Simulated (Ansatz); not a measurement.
HfC (zinc blende, F-43m), a = b = c = 5.027 Å, α = β = γ = 90.00°; the cell used has 2 atoms.

Relaxed with r²SCAN. DFT-r²SCAN in the program Ansatz with PAW potentials gives a gap of 0.57 eV.

### Question
What gap does HSE06 give on the same cell (Ansatz, PAW)?

### Answer
0.97 eV, 0.40 eV more. The hybrid was solved on a coarser mesh and at special points; the gap given is the minimum over both.

| k | v1 r²SCAN | c1 r²SCAN | v1 HSE06 | c1 HSE06 |
|---|---|---|---|---|
| Γ | -2.36 | 3.83 | ___ | ___ |
| X | -0.06 | 0.77 | ___ | ___ |
| L | -1.72 | 4.36 | ___ | ___ |
| W | 0.00 | 0.57 | 0.00 | 0.97 |
| K | -0.57 | 0.93 | ___ | ___ |

### Question
Top valence (v1) and lowest conduction level (c1) in eV from each method's valence maximum (which need not be a listed point): supply the withheld HSE06 values.

### Answer

- X, v1 HSE06: -0.05
- X, c1 HSE06: 1.15
- K, v1 HSE06: -0.58
- K, c1 HSE06: 1.38
- Γ, v1 HSE06: -2.50
- Γ, c1 HSE06: 4.20
- L, v1 HSE06: -1.79
- L, c1 HSE06: 5.04

Cost on shared cores: the r²SCAN run (SCF on a 10×10×10 mesh, then bands and DOS) around 21 core-seconds (rough), the HSE06 run (SCF on 7×7×7, then a few points) roughly 2.1 core-minutes; the tasks are unlike.

The start of the workflow was typed in or built on a structure type; neither database checked (COD, Materials Project) lists it. It is not the phase usual at ambient conditions (space group No. 225). The cell was relaxed with r²SCAN under the symmetry of its start; its stability against distortions is not shown here. The run is not spin-polarised. Scalar-relativistic: spin–orbit coupling is off unless named, which matters more the heavier the elements.

Potentials: the later of the program's two PAW sets.
